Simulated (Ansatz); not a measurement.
LiC6 in space group Cmmm (No. 65; C on 4i, C on 4i, C on 4i, Li on 2c) under volume change, r²SCAN (plane waves, PAW; program Ansatz), shape and atoms relaxed at each volume.

| V (Å³/atom) | E − E(relaxed) (meV/atom) | P (GPa) |
|---|---|---|
| 7.504 | 18.7 | 8.95 |
| 7.751 | 7.8 | 5.35 |
| 7.999 | 1.8 | 2.47 |
| 8.246 | 0.0 | 0.00 |
| 8.494 | [?] | [?] |
| 8.741 | 6.3 | -3.84 |
| 8.988 | [?] | [?] |

Problem. Fill in the missing entries.

Solution. 
- 8.988, E − E(relaxed) (meV/atom): 13.4
- 8.988, P (GPa): -5.36
- 8.494, E − E(relaxed) (meV/atom): 1.7
- 8.494, P (GPa): -2.05

Problem. What does a third-order Birch–Murnaghan fit give for V₀, B₀ and B′?

Solution. V₀ = 8.25 Å³/atom, B₀ = 75.7 GPa, B′ = 4.7.

The start of the workflow was typed in or built on a structure type; neither database checked (COD, Materials Project) lists it. Whether it is the stable phase at ambient conditions was not checked. Symmetry was held in the r²SCAN relaxation; whether a distortion lowers the energy is not shown.

Potentials: the later of the program's two PAW sets.
